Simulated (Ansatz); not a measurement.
Input file for Ansatz (a first-principles code):

Ansatz 0.2 input:
```yaml
crystal:
  lattice:
    - [0.0, 2.5358607296, 2.5358607296]
    - [2.5358607296, 0.0, 2.5358607296]
    - [2.5358607296, 2.5358607296, 0.0]
  atoms:
    - { symbol: Ru, position: [0.0, 0.0, 0.0] }
    - { symbol: Mo, position: [0.5, 0.5, 0.5] }
kpoints:
  mp_grid: { grid: [14, 14, 14] }
hamiltonian:
  xc: r2scan
  pseudopotentials: { azcp: { folder: ./paw }, kind: paw }
scf:
  occupations: { method: gaussian, width: 0.1 }
checkpoint: { read: metal.run }
output: { bader: true, populations: true }
```

Output (shortened):

```
Pseudopotential: Ru, paw, valence charge 16
Pseudopotential: Mo, paw, valence charge 14
Functional definition: r2SCAN
Crystal: 2 atoms, lattice volume = 32.614 Å³
Basis set: ecut = 500 eV, 869 PW (Γ), exchange–correlation on 108×108×108 points (64 copies of the dense FFT grid, shifted against one another)
Bands: 23, of which v1, the nominal top of the filled ones, is band 15 counted from 1 (14 counted from 0)
Symmetry: 48 space group operations
Space group: Fm-3m (ITA 225), of the structure as read, at distance tolerance 3.2e-5 Å
k-points: 104 of 2744
Stability of the state it starts from, as read at its close in the unpolarized treatment …
iter 1 solved again at ethr=4.27e-8 eV; its pass at ethr=3.10e-3 eV (dr2=1.28e-5 eV) is discarded
SCF iter   1: F=—  HF=-10856.570913 eV  |F-HF|=—  |Δ(HF+E_count)|=         —  Δρ=3.78e-7  dr2=3.95e-11  dr2_τ=1.25e-11  ethr=4.27e-8  ⟨swp⟩=3.4  Hψ=17140  notcnv=0
preconditioner: auto → Kerker (q_TF=auto, 2.691 Å⁻¹)
SCF iter   2: F=-10856.570913 eV  HF=-10856.570913 eV  |F-HF|=0.00e0  |Δ(HF+E_count)|=   4.71e-9  Δρ=2.29e-7  dr2=8.62e-12  dr2_τ=1.27e-11  ethr=1.00e-12  ⟨swp⟩=6.0  Hψ=8824  notcnv=0
SCF 1 converged in 2 iterations: F = -10856.570913 eV  dr2 = 8.62e-12
SCF converged after 2 iterations
Free energy (F): -10856.570913 eV
Harris-Foulkes:  -10856.570913 eV  (|F-HF|=0.00e0)
Internal energy: -10856.564689 eV  (E = F + TS)
E sigma→0 (E₀):  -10856.567801 eV
Entropy (-TS):   -0.006224 eV (-3.112 meV/atom)
Fermi energy:    19.583250 eV
--- Per-component energies (eV) ---
  E_band       = -219.552410
  E_kinetic    = 881.728422
  E_local      = -2413.109056  (includes V_loc(G=0)·N_el)
  E_nonlocal   = 566.663892
  E_hartree    = 826.668055
  E_xc         = -332.841470
  E_vxc        = -482.980753  (∫ρ·V_xc dr)
  E_paw        = -6750.171416  (= ΣΔE_a)
  E_vpaw       = -458.975955  (= ΣTr[D̂ρ^β])
  E_aug_tail   = 0.000672  (compensation charges beyond the density's cutoff)
  E_vtau       = 33.784357  (kinetic-family band-sum trace: ∫τ·v_τ [+ j·A + Jᵃ·Aᵃ] dr)
  E_ewald      = -3634.971634
  E_core_change = -0.532153  (= ΣΔE_core)
  E_smearing   = -0.006224  (= −TS)
  E_closure    = 0.000000  (closes the sum)
  Σ components = -10856.570913   (vs F -10856.570913, Δ=0.00e0)
  [band-id]    e_kinetic+e_local+e_nonlocal+2·e_hartree+e_vxc+e_vpaw+e_augmentation_tail+e_vtau = -219.552312   (vs E_band -219.552410, Δ=9.81e-5)
--- Band table (eV; the first three rows and the last of 104) ---
  k-point 0: bands = ["-55.2322", "-43.8884", "-24.5310", "-24.5310", "-24.5310", "-17.1527", "-17.1527", "-17.1527", "12.1703", "14.1164", "14.1164", "14.8099", "14.8099", "14.8099", "22.3252", "22.3252", "22.3252", "24.6007", "24.6007", "28.2662", …
  k-point 1: bands = ["-55.2319", "-43.8885", "-24.5315", "-24.5305", "-24.5305", "-17.1614", "-17.1570", "-17.1570", "12.2986", "14.1982", "14.1982", "14.8145", "14.8888", "14.8888", "22.2011", "22.2386", "22.2386", "24.3128", "24.3128", "28.4702", …
  k-point 2: bands = ["-55.2308", "-43.8889", "-24.5330", "-24.5289", "-24.5289", "-17.1859", "-17.1690", "-17.1690", "12.6738", "14.4413", "14.4413", "14.8373", "15.1222", "15.1222", "21.8571", "21.9772", "21.9772", "23.5671", "23.5671", "29.0036", …
  k-point 103: bands = ["-55.2230", "-43.8850", "-24.6052", "-24.5929", "-24.5271", "-17.2568", "-17.1920", "-17.1850", "14.5831", "15.4218", "15.5285", "15.6606", "17.5242", "18.6792", "19.3780", "20.3850", "20.6686", "21.2927", "22.9564", "23.8912", …
--- Löwdin populations: 2 sites ---
  site symbol       q [e]
     0     Ru     15.9987
     1     Mo     13.8609
  spilling = 0.004680 (of n_electrons = 30.000000)
--- Bader charges: 2 sites ---
  site symbol  charge [e]  shift [e]
     0     Ru     -0.7264     0.0001
     1     Mo      0.7264     0.0001
  shift: an alarm, by how much a part of what the PAW files miss would move the charge. Where it is large, compare
  with a run on PAW files of another source; a small one proves nothing
  estimated error of the sums over rays = 5.8e-4 e
```

Cost: around 23 core-seconds (rough) on shared cores.

The start of the workflow was typed in or built on a structure type; neither database checked (COD, Materials Project) lists it. Its standing as an ambient phase is unchecked. Symmetry was held in the r²SCAN relaxation. At this level the phase is mechanically unstable. No spin polarisation was allowed. Its formation energy is positive at this level, so the cell may be metastable or incomplete. Spin–orbit coupling is left out wherever it is not named.

Potentials: the earlier of the program's two PAW sets.

Ansatz is a plane-wave DFT program.
